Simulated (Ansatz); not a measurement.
Al (fcc (Cu type), space group No. 225) under volume change, PBE in the plane-wave PAW code Ansatz, scaled uniformly.

```tsv
V (Å³/atom)	E − E(relaxed) (meV/atom)	P (GPa)
15.002	38.7	9.15
15.496	16.2	5.56
15.991	3.8	2.54
16.486	0.0	0.00
16.980	3.4	-2.14
17.475	12.9	-3.96
17.969	27.5	-5.49
```

**Question.** What does a third-order Birch–Murnaghan fit give for V₀, B₀ and B′?

**Answer.** V₀ = 16.49 Å³/atom, B₀ = 77.8 GPa, B′ = 4.7.

Space group Fm-3m (fcc (Cu type)). The PBE relaxation kept the symmetry of its start.

Potentials: the later of the program's two PAW sets.
